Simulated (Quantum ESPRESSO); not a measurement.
# Al3Hf3InRh: one composition in several site orders

A calculation, not a measurement. The program is pw.x of Quantum ESPRESSO 7.5 (plane-wave density functional theory). The cell is made up: eight metal atoms on a face-centred cubic lattice, with elements, volume, strain and displacements drawn at random and not relaxed, so it may be unstable or far from any real phase. PseudoDojo standard norm-conserving files set the functional (PBE unless stated); there is no spin polarisation or spin-orbit coupling, the Fermi-Dirac width of 0.25 eV means electrons at about 2900 K, and the masses in the input are unused placeholders. Heavy elements are run without spin-orbit coupling, which real alloys of them have. A spin test at this wide smearing found no moment, but such smearing suppresses magnetism that the real alloy may have.

The runs put one composition on the sites in different orders. Cell, positions, cutoff, mesh and smearing stay as in the input of run 1; sites are counted in its order. Stress in the tables is positive in tension.

Input of run 1:

```
&control calculation='scf', pseudo_dir='./dojo.nc.sr.pbe.v0_5.standard.upf', outdir='./o', disk_io='minimal', tprnfor=.true., tstress=.true. /
&system ibrav=0, nat=8, ntyp=4, nbnd=51, ecutwfc=87.97787729, nosym=.true., tot_charge=0,
 occupations='smearing', smearing='fd', degauss=0.0183746611
/
&electrons conv_thr=1.470e-08, electron_maxstep=70, mixing_beta=0.5 /
ATOMIC_SPECIES
Al 1.0 Al.upf
Hf 1.0 Hf.upf
In 1.0 In.upf
Rh 1.0 Rh.upf
CELL_PARAMETERS angstrom
-0.0134 -2.0489 -2.0988
-6.0532 -2.0605 -0.0287
-2.0235 4.052 -6.2641
ATOMIC_POSITIONS angstrom
Al -0.0674 -0.0348 -0.0647
Hf -2.0813 2.0948 -4.2684
Al -2.099 0.0475 -2.0091
In -4.1045 2.2111 -6.3959
Rh -4.0196 0.0669 -4.2116
Hf -4.1406 -2.1276 -2.1942
Hf -6.145 0.0903 -6.407
Al -6.141 -2.0193 -4.1972
K_POINTS automatic
8 4 3 1 1 1
```

| run | elements on sites 1 to 8 | free energy less that of run 1 (eV) | -TS (eV) | pressure (GPa) | stress xx (GPa) | stress yy (GPa) | stress zz (GPa) | stress yz (GPa) | stress xz (GPa) | stress xy (GPa) | iterations |
| --- | --- | --- | --- | --- | --- | --- | --- | --- | --- | --- | --- |
| 1 | Al Hf Al In Rh Hf Hf Al | 0.000 | -1.009 | 14.36 | -12.63 | -15.54 | -14.92 | -1.29 | 1.57 | 1.59 | 16 |
| 2 | Hf In Hf Al Rh Al Al Hf | 0.084 | -0.956 | 15.15 | -12.95 | -16.69 | -15.81 | -2.32 | 0.09 | -0.31 | 14 |
| 3 | Hf Rh Hf Hf Al Al In Al | 0.688 | -1.051 | 16.44 | -17.68 | -16.26 | -15.38 | -1.32 | -0.75 | 1.75 | 14 |
| 4 | Al Hf Rh Al Al Hf In Hf | -0.098 | -1.116 | 14.16 | -11.51 | -15.69 | -15.28 | -1.31 | -0.18 | 1.36 | 16 |
| 5 | Al In Al Hf Hf Hf Rh Al | -0.273 | -1.056 | 13.73 | -11.62 | -16.27 | -13.29 | -0.56 | 0.08 | 0.41 | 15 |
| 6 | Hf Rh Hf In Hf Al Al Al | 0.265 | -1.061 | 15.49 | -14.66 | -17.01 | -14.79 | -0.60 | 0.20 | 0.51 | 16 |

Forces Fx Fy Fz (eV/Å):

```
site             run 1             run 2             run 3              run 4             run 5             run 6
   1   0.31 1.00 -0.57   0.87 1.10 -0.13   1.18 1.62 -0.36   -1.82 0.88 -0.73   0.65 0.55 -0.04    1.73 0.76 0.27
   2  -0.70 -1.51 1.82  -1.17 -0.21 0.66  -0.01 -0.65 0.78   -1.46 -0.04 0.67   1.89 0.60 -0.15   0.88 -0.11 0.20
   3  -0.16 1.27 -1.81  -2.38 0.44 -1.65  -0.51 1.51 -2.65   0.18 -0.09 -0.20   0.61 0.15 -0.89   0.25 1.06 -2.07
   4   1.13 -1.65 0.65  -0.83 -1.83 1.22  -0.32 -3.16 1.94   1.10 -0.65 -0.11   0.23 -2.42 1.08  -0.55 -3.07 2.16
   5  -0.35 -0.46 0.31  -1.07 -0.12 0.06   0.10 0.61 -0.35    0.49 -0.81 0.57  -2.08 -0.15 0.14  -0.95 0.91 -0.76
   6  -1.55 2.80 -1.48    0.20 0.71 0.24  -0.84 1.48 -0.40    0.60 1.74 -0.76  -1.16 1.45 -0.17  -0.93 1.03 -0.19
   7   0.95 -1.67 1.66   2.07 -0.89 0.46   0.71 -2.01 1.56    1.22 -0.80 0.86  -0.21 -0.15 0.28  -0.07 -1.32 1.06
   8   0.35 0.21 -0.58   2.32 0.81 -0.86  -0.31 0.59 -0.51  -0.31 -0.23 -0.31  0.09 -0.04 -0.26  -0.35 0.74 -0.66
```

The sites are displaced and not relaxed, so the energy differences hold strain from misfit and are not ordering energies. A rerun of one cell of this series at a higher cutoff and on a denser mesh moved values by no more than 0.003 eV in energy, 0.13 GPa in stress and 0.011 eV/Å in force, and a second program with other atomic files agreed on that cell to 2 % rms in force and 0.5 GPa in pressure.